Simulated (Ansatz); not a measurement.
Ansatz (a program for electronic structure) input:

Ansatz 0.2 input:
```yaml
crystal:
  lattice:
    - [0.0, 3.9390539686, 3.9390539686]
    - [3.9390539686, 0.0, 3.9390539686]
    - [3.9390539686, 3.9390539686, 0.0]
  atoms:
    - { symbol: Pb, position: [0.25, 0.25, 0.25] }
    - { symbol: Pb, position: [0.0, 0.0, 0.0] }
    - { symbol: Au, position: [0.625, 0.625, 0.125] }
    - { symbol: Au, position: [0.625, 0.125, 0.625] }
    - { symbol: Au, position: [0.625, 0.625, 0.625] }
    - { symbol: Au, position: [0.125, 0.625, 0.625] }
kpoints:
  mp_grid: { grid: [9, 9, 9] }
hamiltonian:
  xc: lda
  pseudopotentials: { kind: paw }
scf:
  occupations: { method: fermi_dirac, width: 0.1 }
phonons:
  method: dfpt
  response_accuracy: low
  eigenvectors: true
  rigid_motions: translations
```

Output (shortened):

```
Pseudopotential: Pb, paw, valence charge 14
Pseudopotential: Au, paw, valence charge 19
Functional definition: SPW92
Crystal: 6 atoms, lattice volume = 122.238 Å³
Basis set: ecut = 420 eV, 2421 PW (Γ), exchange–correlation on 80×80×80 points (8 copies of the dense FFT grid, shifted against one another)
Bands: 63, of which v1, the nominal top of the filled ones, is band 52 counted from 1 (51 counted from 0)
Symmetry: 48 space group operations
k-points: 205 of 729 (irreducible under 2 space group operations, time reversal used)
SCF iter   1: F=—  HF=-74664.836338 eV  |F-HF|=—  |Δ(HF+E_count)|=         —  Δρ=5.54e-3  dr2=1.48e-2  ethr=1.77e-3  ⟨swp⟩=6.8  Hψ=50309  notcnv=0  defer=233
preconditioner: auto → Kerker (q_TF=auto, 2.656 Å⁻¹)
SCF iter   2: F=—  HF=-74664.834495 eV  |F-HF|=—  |Δ(HF+E_count)|=   1.84e-3  Δρ=2.95e-3  dr2=4.11e-3  ethr=1.42e-5  ⟨swp⟩=2.5  Hψ=21724  notcnv=0  defer=289
SCF iter   3: F=—  HF=-74664.833171 eV  |F-HF|=—  |Δ(HF+E_count)|=   1.32e-3  Δρ=2.61e-4  dr2=4.70e-5  ethr=3.95e-6  ⟨swp⟩=2.8  Hψ=24095  notcnv=0  defer=289
SCF iter   4: F=—  HF=-74664.833190 eV  |F-HF|=—  |Δ(HF+E_count)|=   1.87e-5  Δρ=7.50e-5  dr2=4.48e-6  ethr=4.52e-8  ⟨swp⟩=2.0  Hψ=18551  notcnv=0  defer=289
SCF iter   5: F=—  HF=-74664.833189 eV  |F-HF|=—  |Δ(HF+E_count)|=   3.74e-7  Δρ=1.66e-5  dr2=3.24e-7  ethr=4.31e-9  ⟨swp⟩=1.8  Hψ=15623  notcnv=0  defer=289
SCF iter   6: F=—  HF=-74664.833189 eV  |F-HF|=—  |Δ(HF+E_count)|=   2.45e-8  Δρ=6.39e-6  dr2=4.63e-8  ethr=3.12e-10  ⟨swp⟩=2.7  Hψ=23877  notcnv=0  defer=289
SCF iter   7: F=—  HF=-74664.833189 eV  |F-HF|=—  |Δ(HF+E_count)|=   9.52e-9  Δρ=1.39e-6  dr2=1.94e-9  ethr=4.45e-11  ⟨swp⟩=2.0  Hψ=21263  notcnv=0  defer=289
SCF iter   8: F=—  HF=-74664.833189 eV  |F-HF|=—  |Δ(HF+E_count)|=  2.91e-10  Δρ=3.75e-7  dr2=1.98e-10  ethr=1.87e-12  ⟨swp⟩=2.0  Hψ=20420  notcnv=0  defer=289
SCF iter  10: F=-74664.833189 eV  HF=-74664.833189 eV  |F-HF|=5.82e-11  |Δ(HF+E_count)|=    0.00e0  Δρ=2.20e-8  dr2=9.20e-13  ethr=1.00e-12  ⟨swp⟩=11.7  Hψ=65589  notcnv=0
SCF 1 converged in 10 iterations: F = -74664.833189 eV  dr2 = 9.20e-13
DFPT response loops at Γ: preconditioner auto → Kerker (q_TF=auto, 2.656 Å⁻¹) (partly filled bands, converged f_vac=0.000) …
SCF converged after 10 iterations
Free energy (F): -74664.833189 eV
Harris-Foulkes:  -74664.833189 eV  (|F-HF|=5.82e-11)
Internal energy: -74664.775380 eV  (E = F + TS)
E sigma→0 (E₀):  -74664.804285 eV
Entropy (-TS):   -0.057809 eV (-9.635 meV/atom)
Fermi energy:    16.587769 eV
--- Per-component energies (eV) ---
  E_band       = -1040.361419
  E_kinetic    = 3004.034513
  E_local      = -10287.235058  (includes V_loc(G=0)·N_el)
  E_nonlocal   = 1030.795369
  E_hartree    = 4361.749706
  E_xc         = -1348.620293
  E_vxc        = -1371.574350  (∫ρ·V_xc dr)
  E_paw        = -57897.466584  (= ΣΔE_a)
  E_vpaw       = -2139.886860  (= ΣTr[D̂ρ^β])
  E_aug_tail   = 0.005548  (compensation charges beyond the density's cutoff)
  E_ewald      = -13529.974025
  E_core_change = 1.935443  (= ΣΔE_core)
  E_smearing   = -0.057809  (= −TS)
  E_closure    = 0.000000  (closes the sum)
  Σ components = -74664.833189   (vs F -74664.833189, Δ=0.00e0)
  [band-id]    e_kinetic+e_local+e_nonlocal+2·e_hartree+e_vxc+e_vpaw+e_augmentation_tail = -1040.361425   (vs E_band -1040.361419, Δ=-6.21e-6)
--- Band table (eV; the first three rows and the last of 205) ---
  k-point 0: bands = ["-88.9351", "-88.9213", "-88.9213", "-88.9213", "-40.4729", "-40.3206", "-40.3206", "-40.3206", "-40.2704", "-40.2704", "-40.1759", "-40.1759", "-40.1759", "-40.1674", "-40.1674", "-40.1674", "-0.1456", "-0.1456", "-0.1456", "-0.1203", …
  k-point 1: bands = ["-88.9348", "-88.9216", "-88.9213", "-88.9213", "-40.4676", "-40.3195", "-40.3183", "-40.3183", "-40.2692", "-40.2692", "-40.1787", "-40.1787", "-40.1759", "-40.1741", "-40.1683", "-40.1683", "-0.1512", "-0.1512", "-0.1432", "-0.1135", …
  k-point 2: bands = ["-88.9339", "-88.9225", "-88.9213", "-88.9213", "-40.4532", "-40.3155", "-40.3124", "-40.3124", "-40.2648", "-40.2648", "-40.1930", "-40.1882", "-40.1882", "-40.1759", "-40.1692", "-40.1692", "-0.1580", "-0.1580", "-0.1386", "-0.1037", …
  k-point 204: bands = ["-88.9303", "-88.9261", "-88.9213", "-88.9213", "-40.3950", "-40.3357", "-40.2830", "-40.2784", "-40.2546", "-40.2486", "-40.2283", "-40.2249", "-40.2079", "-40.1904", "-40.1865", "-40.1758", "-0.1807", "-0.1726", "-0.1165", "-0.0745", …
--- Phonons (Γ-DFPT): 2 representative perturbations + reference, on 205 of 729 k-points (Σ response iterations 6) ---
  ASR residual: 9.965e-4 → 0.000e0 eV/Å²; symmetrization residual: 1.185e-4 eV/Å²
  ASR residual per site (eV/Å²): 9.97e-4 9.97e-4 4.48e-4 4.48e-4 4.48e-4 4.48e-4
  Γ frequencies (cm⁻¹): -30.12 -30.12 -30.12 0.00 0.00 0.00 51.70 51.70 51.70 70.82 70.82 70.82 93.10 93.10 126.22 126.22 126.22 194.01
  non-analytic LO–TO correction: not included (Born effective charges unavailable; polar crystals: no LO–TO splitting at Γ)
```

Cost: roughly 6 core-minutes on shared cores.

Space group Fd-3m (cubic Laves (MgCu2 type)). The first step of the workflow began from a Materials Project structure, measured or hypothetical; the Crystallography Open Database files this formula in space group No. 227, but the cells were not matched. Its standing as an ambient phase is unchecked. Symmetry was held in the LDA relaxation; phonons show weakly imaginary modes. As this level gives no gap, phonon frequencies hold no LO–TO term and depend on the k-mesh and smearing (Fermi–Dirac, 0.1 eV here). Scalar-relativistic: spin–orbit coupling is off unless named, which matters more the heavier the elements.

Potentials: the later of the program's two PAW sets.

Ansatz is a plane-wave DFT program.
